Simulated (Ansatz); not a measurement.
**Rh: the volume at rest**

Rh in the fcc lattice, starting from this typed cell of 14.05 Å³ an atom.

```xyz
1
Lattice="0.0000 1.9150 1.9150 1.9150 0.0000 1.9150 1.9150 1.9150 0.0000" Properties=species:S:1:pos:R:3 pbc="T T T"
Rh    0.0000    0.0000    0.0000
```

Computed with Ansatz (plane-wave DFT, scalar-relativistic): k mesh 8×8×8; Fermi–Dirac smearing of 0.1 eV; no spin. Cell and atoms are relaxed to zero stress with the symmetry kept and no dispersion correction.

Caveats: coarse k mesh.

**Question.** What volume results under PBE, and how much do the potentials matter?

**Answer.** 
| functional | potentials | cutoff (eV) | volume (Å³/atom) | change (%) |
| --- | --- | --- | --- | --- |
| PBE | all-electron PAW datasets (no frozen core) | 360 | 14.11 | 0.5 |
| PBE | Ansatz hand-made PAW | 540 | 14.12 | 0.5 |
| PBE | PseudoDojo norm-conserving | 1197 | 14.13 | 0.6 |
| PBE | Ansatz norm-conserving | 1197 | 14.12 | 0.5 |
